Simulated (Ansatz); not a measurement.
## From three elastic constants to directional properties of Sn2Ir

Computed with DFT LDA, scalar-relativistic, plane waves, PAW in Ansatz. Cutoff 420 eV, 12×12×12 k-points (Γ-centred), Fermi-Dirac smearing of 0.15 eV. No spin polarisation.

The cell, relaxed at this level:
```cif
data_structure
_symmetry_space_group_name_H-M 'Fm-3m'
_symmetry_Int_Tables_number 225
_cell_length_a 6.3059
_cell_length_b 6.3059
_cell_length_c 6.3059
_cell_angle_alpha 90.000
_cell_angle_beta 90.000
_cell_angle_gamma 90.000
_cell_volume 250.74
loop_
_atom_site_label
_atom_site_type_symbol
_atom_site_symmetry_multiplicity
_atom_site_Wyckoff_symbol
_atom_site_fract_x
_atom_site_fract_y
_atom_site_fract_z
_atom_site_occupancy
Sn1 Sn 8 c 0.25000 0.75000 0.75000 1
Ir1 Ir 4 a 0.00000 0.00000 0.00000 1
```

In a metal, frequencies and elastic constants depend on the k mesh and the smearing, soft modes and shear constants most. Spin–orbit coupling is left out, which can shift energies with elements as heavy as these.

With ions relaxed, on the cubic axes: C11 = 187.0, C12 = 108.1, C44 = 32.8 GPa. The density is 11.381 g/cm³.

Problem. Is the crystal stable against strain, and how anisotropic is it?

Solution. Born's conditions hold: C11 + 2C12 = 403.3, C11 − C12 = 78.9 and C44 = 32.8 GPa are all positive. B = (C11 + 2C12)/3 = 134.4 GPa. The two shear moduli are C44 and C′ = (C11 − C12)/2 = 39.5 GPa, so Zener's ratio is A = C44/C′ = 0.83: the shear C44 is the soft one, as in NaCl, KCl, the halide perovskites and the bcc metals V, Nb, Cr and Mo. The Cauchy pressure C12 − C44 is 75.3 GPa; it would vanish for pair forces between atoms on inversion centres at zero pressure, and a positive value is usual with metallic or many-body binding, and where atoms off inversion centres relax under shear, which lowers C44.

Problem. Give the sound speeds along the three symmetry directions.

Solution. The Christoffel equation gives ρv² for each branch:
```csv
direction,branch,ρv²,GPa,v (m/s)
[100],L,C11,187.0,4054
[100],T (×2),C44,32.8,1697
[110],L,(C11 + C12 + 2C44)/2,180.4,3981
[110],"T, u ∥ [001]",C44,32.8,1697
[110],"T, u ∥ [1-10]",(C11 − C12)/2,39.5,1862
[111],L,(C11 + 2C12 + 4C44)/3,178.1,3956
[111],T (×2),(C11 − C12 + C44)/3,37.2,1809
```

Problem. How does Young's modulus depend on direction?

Solution. Inverting gives S11 = 9.274, S12 = -3.397, S44 = 30.506 TPa⁻¹. Along a unit vector (l, m, n), 1/E = S11 − 2(S11 − S12 − S44/2)(l²m² + m²n² + n²l²), where the last bracket is 0, 1/4 and 1/3 for [100], [110] and [111]: E = 108, 95 and 91 GPa. With A < 1 the cube edge is stiffest. For a film on (001), the biaxial modulus is C11 + C12 − 2C12²/C11 = 170 GPa and the normal strain is −2C12/C11 = -1.16 times the in-plane one.